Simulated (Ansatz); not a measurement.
Consider a crystal of Li₃Ta₂O in space group P4/mmm (No. 123), with Li on 2g and 1d; Ta on 2f; O on 1c.

Theory: Ansatz, DFT PBE, scalar-relativistic, plane waves, PAW. Cutoff 420 eV, Γ-centred mesh, Gaussian smearing, no spin polarisation.

Energies over the elements count from the elements' standard structures at the same level (O₂ as a molecule), with no fitted energy shifts.

Problem. Give the relaxed lattice parameters and positions.

Solution.

Space group P4/mmm (No. 123). a = 4.115 Å, b = 4.115 Å, c = 6.242 Å, α = 90.00°, β = 90.00°, γ = 90.00°
```json
{"atom": "Li", "site": "2g", "symmetry": "4mm", "x": "0.0000", "y": "0.0000", "z": "0.3114"}
{"atom": "Li", "site": "1d", "symmetry": "4/mmm", "x": "0.5000", "y": "0.5000", "z": "0.5000"}
{"atom": "Ta", "site": "2f", "symmetry": "mmm.", "x": "0.5000", "y": "0.0000", "z": "0.0000"}
{"atom": "O", "site": "1c", "symmetry": "4/mmm", "x": "0.5000", "y": "0.5000", "z": "0.0000"}
```

Around Li on a site of symmetry 4mm lie 1 Li at 2.35 Å, 4 Ta at 2.83 Å and 4 Li at 3.14 Å; Li on a site of symmetry 4/mmm has 2 O at 3.12 Å and 8 Li at 3.14 Å; around Ta lie 2 O at 2.06 Å, 4 Li at 2.83 Å and 4 Ta at 2.91 Å; around O lie 4 Ta at 2.06 Å and 2 Li at 3.12 Å. Another local minimum with the same sites may exist.

Problem. And its energy and gap?

Solution. The energy over the elements is −0.13 eV/atom and the gap on the 10×10×6 mesh of the 6-atom cell is 0 eV (a metal).

The last run used Gaussian smearing of 0.10 eV. These runs have no spin–orbit coupling, which can matter for Ta. Symmetry constrained the relaxation, so the result can be a saddle point. Another cell of Li3Ta2O relaxed alike, in P-3m1, lies 169 meV/atom lower, so this cell isn't the stable form at this level.
